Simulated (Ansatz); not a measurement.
A relaxed structure of HfO$_{2}$. Calculation: PBE (plane waves to 420 eV, PAW, scalar-relativistic; Ansatz, a first-principles code).

```cif
data_Hf4O8
_chemical_formula_sum 'Hf4 O8'
_space_group_name_H-M_alt 'P 1'
_space_group_IT_number 1
_cell_length_a 5.29439
_cell_length_b 5.06979
_cell_length_c 5.10183
_cell_angle_alpha 90.000
_cell_angle_beta 90.000
_cell_angle_gamma 90.000
loop_
_space_group_symop_operation_xyz
  'x, y, z'
loop_
_atom_site_label
_atom_site_type_symbol
_atom_site_fract_x
_atom_site_fract_y
_atom_site_fract_z
_atom_site_occupancy
Hf1 Hf 0.03259 0.26630 0.24967 1
Hf2 Hf 0.96741 0.73370 0.74967 1
Hf3 Hf 0.53259 0.73370 0.24967 1
Hf4 Hf 0.46741 0.26630 0.74967 1
O1 O 0.36542 0.06761 0.10651 1
O2 O 0.63458 0.93239 0.60651 1
O3 O 0.86542 0.93239 0.10651 1
O4 O 0.13458 0.06761 0.60651 1
O5 O 0.22922 0.53720 0.99983 1
O6 O 0.77078 0.46280 0.49983 1
O7 O 0.72922 0.46280 0.99983 1
O8 O 0.27078 0.53720 0.49983 1
```

### Question
Find the space group and the Wyckoff positions (tolerance 0.01 Å).

### Answer
Space group Pca2₁ (No. 29); a = 5.2944 Å, b = 5.0698 Å, c = 5.1018 Å, α = 90.00°, β = 90.00°, γ = 90.00°

```csv
atom,site,symmetry,x,y,z
Hf,4a,1,0.0326,0.2663,0.2497
O,4a,1,0.3654,0.0676,0.1065
O,4a,1,0.2708,0.5372,0.4998
```

### Question
Give the shortest distances between elements (the closest pairs, up to four, under 3.6 Å).

### Answer
Hf–O 2.05 Å; O–O 2.55 Å; Hf–Hf 3.44 Å.

- Volume per atom = 11.41 Å³
- Density = 10.21 g/cm³
- Band gap = 4.39 eV, indirect (valence top at Γ, conduction bottom at k = (0.2, 0.4, 0.4)) (no spin-orbit coupling)
- Smallest direct gap = 4.62 eV at Y

No spin polarisation in the result.

The run could not lose the symmetry of its start.

The first start was generated by placing the elements on the sites of a structure type. Materials Project lists a structure of HfO2 in the same space group, Pca2₁ (No. 29); the sites were not compared with it, nor with measured phases.
